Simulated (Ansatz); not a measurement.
## Ta4C3 (R3m), one atom moved along a line

These are results of DFT PBEsol, scalar-relativistic, plane waves, PAW in Ansatz, not measurements. The runs took a 420 eV cutoff, a Γ-centred 12×12×12 mesh and Gaussian smearing (0.15 eV). Spin–orbit coupling is left out, which can shift energies with elements as heavy as these. No spin polarisation. Energies are free energies at this smearing, counted from the undisturbed cell; pressure is positive in compression.

Reference structure (relaxed at this level; it needn't be the usual structure):

```
Ta C
1.0
     1.55164    0.89584   10.16451
    -1.55164    0.89584   10.16451
     0.00000   -1.79168   10.16451
Ta C
4 3
Cartesian
  0.0000 0.0000 11.3854
  0.0000 0.0000 19.0420
  0.0000 0.0000 6.3920
  0.0000 0.0000 24.2240
  0.0000 0.0000 15.3259
  0.0000 0.0000 30.3721
  0.0000 0.0000 2.5779
```

Atom 4 (Ta) is moved by x along the Cartesian unit vector (0.000, 0.000, 1.000); the cell and all other atoms stay fixed. The cell is metallic on the mesh throughout.

```
  x (Å)  ΔE (meV/cell) force along x on the moved atoms (eV/Å) pressure (GPa)
-0.2000          408.7                                     3.87             1.5
-0.1500          236.6                                     3.01             0.7
-0.1000          108.3                                     2.10             0.2
-0.0500              ?                                     1.10               ?
 0.0000            0.0                                     0.01             0.0
 0.0500           28.6                                    -1.16             0.3
 0.1000          117.0                                    -2.38             1.0
 0.1500              ?                                    -3.64               ?
 0.1750              ?                                        ?             2.5
 0.2000          481.7                                    -4.92             3.2
```

**Question.** Give the withheld values.

**Answer.** ΔE (meV/cell) at x (Å) = -0.0500: 27.9; pressure (GPa) at x (Å) = -0.0500: -0.1; ΔE (meV/cell) at x (Å) = 0.1500: 267.6; pressure (GPa) at x (Å) = 0.1500: 1.9; ΔE (meV/cell) at x (Å) = 0.1750: 366.6; force along x on the moved atoms (eV/Å) at x (Å) = 0.1750: -4.28.